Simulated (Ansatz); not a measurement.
Here is the system:

GePd:
```cif
data_GePd
_chemical_formula_sum 'Pd1 Ge1'
_space_group_name_H-M_alt 'P 1'
_space_group_IT_number 1
_cell_length_a 3.14042
_cell_length_b 3.14042
_cell_length_c 3.14042
_cell_angle_alpha 90.000
_cell_angle_beta 90.000
_cell_angle_gamma 90.000
loop_
_space_group_symop_operation_xyz
  'x, y, z'
loop_
_atom_site_label
_atom_site_type_symbol
_atom_site_fract_x
_atom_site_fract_y
_atom_site_fract_z
_atom_site_occupancy
Pd1 Pd 0.00000 0.00000 0.00000 1
Ge1 Ge 0.50000 0.50000 0.50000 1
```

This is the r²SCAN-relaxed structure.

All from the program Ansatz at the r²SCAN level (PAW), unless another level is named. Predict the Poisson's ratio.

0.44.

And the elastic constants (relaxed ions, GPa)?

C11 = 156, C12 = 126, C44 = 19.3.

Space group Pm-3m (CsCl type). A made-up cell: these elements were put on the sites of a structure type; neither database checked (COD, Materials Project) lists it. COD files the formula under space group No. 62, so this cell is another polymorph or a model. Whether it is the stable phase at ambient conditions was not checked. The r²SCAN relaxation kept the symmetry of its start; whether a distortion lowers the energy is not shown. The run is not spin-polarised. As this level gives no gap, shear constants depend on the k-mesh and smearing (Fermi–Dirac, 0.1 eV here).

Potentials: the later of the program's two PAW sets.
